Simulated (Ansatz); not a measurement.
**TiAl: do energies and stresses tell the same story?**

Level of theory: DFT PBEsol, scalar-relativistic, plane waves, PAW in Ansatz.

Plane waves to 420 eV, a k mesh through Γ of 14×14×10 on the computed 2-atom cell and Gaussian smearing (0.10 eV); no spin polarisation.

Relaxed cell: P4/mmm, a = 2.795 Å, b = 2.795 Å, c = 4.039 Å, α = 90.00°, β = 90.00°, γ = 90.00°, 2 atoms in the primitive cell. Whether it is the stable form of this composition wasn't checked.

Energies at zero smearing and pressures from the stress tensor, at volumes with shape and atoms relaxed:
| V (Å³/atom) | E − E(first) (meV/atom) | P (GPa) |
| --- | --- | --- |
| 13.884 | 0.00 | 19.68 |
| 14.357 | -48.97 | 13.63 |
| 14.831 | -81.28 | 8.40 |
| 15.304 | -99.20 | 3.88 |
| 15.777 | -104.71 | -0.02 |
| 16.250 | -99.49 | -3.38 |
| 16.724 | -85.02 | -6.28 |
| 17.355 | -53.53 | -9.54 |

Problem. Check P = −dE/dV between neighbouring volumes, and get the bulk modulus from the pressures alone.

Solution. With 1 eV/Å³ = 160.2 GPa:
```csv
middle V (Å³/atom),−ΔE/ΔV (GPa),mean P (GPa)
14.121,16.577,16.656
14.594,10.936,11.011
15.067,6.067,6.139
15.541,1.863,1.933
16.014,-1.766,-1.698
16.487,-4.897,-4.831
17.039,-7.996,-7.909
```

The two differ by 0.09 GPa at most. The mean of two end pressures misses the average over a step by about ΔV² P″/12, up to 0.07 GPa here; with that taken off 0.03 GPa remains. The stress is the derivative of the free energy, not of the energy at zero smearing, and with free energies 0.00 GPa remains. Around V = 15.777 Å³/atom, the two neighbours give B = −V ΔP/ΔV = 15.777 × 7.26 / 0.947 = 121.0 GPa, against B0 = 120.7 GPa from the Birch–Murnaghan fit of the energies.